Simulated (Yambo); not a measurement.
NaBaIrH6 (space group F-43m, No. 216), G0W0@LDA in Yambo (2×2×2 mesh, plasmon pole; 7 Ry block, no terminator). The number N of bands in W and G is varied.

```tsv
N	x = 1/N	gap Γ → X (eV)	shift of the valence edge (eV)
66	0.01515	4.229	0.165
97	0.01031	4.254	-0.038
133	0.00752	4.276	-0.182
173	0.00578	?	?
```

**Question.** Basis-set arguments suggest E = E∞ + A x. Fix A and E∞ from the two rows above the withheld one, predict the row at 173 bands, and test the form.

**Answer.** Gap: A = (4.276 − (4.254))/(0.00752 − 0.01031) = -7.89, E∞ = 4.335 eV, so 4.290 eV is predicted; the run gave 4.294 eV (miss 4 meV). The first two rows have slope -5.17, so the form doesn't hold yet over the whole range. Shift: A = (-0.182 − (-0.038))/(0.00752 − 0.01031) = 51.6, E∞ = -0.570 eV, so -0.272 eV is predicted; the run gave -0.284 eV (miss 12 meV). The first two rows have slope 41.9, so the form doesn't hold yet over the whole range. The other settings are held fixed.

Spin-orbit coupling is not included.

Geometry of the Materials Project entry, not relaxed at this level; primitive cell a = b = c = 5.5473 Å, α = β = γ = 60.00°.

The structure is a Materials Project entry; no match was found in the copy of COD used, and its stability was not checked.

A shift is the quasiparticle energy of the state minus its LDA energy.
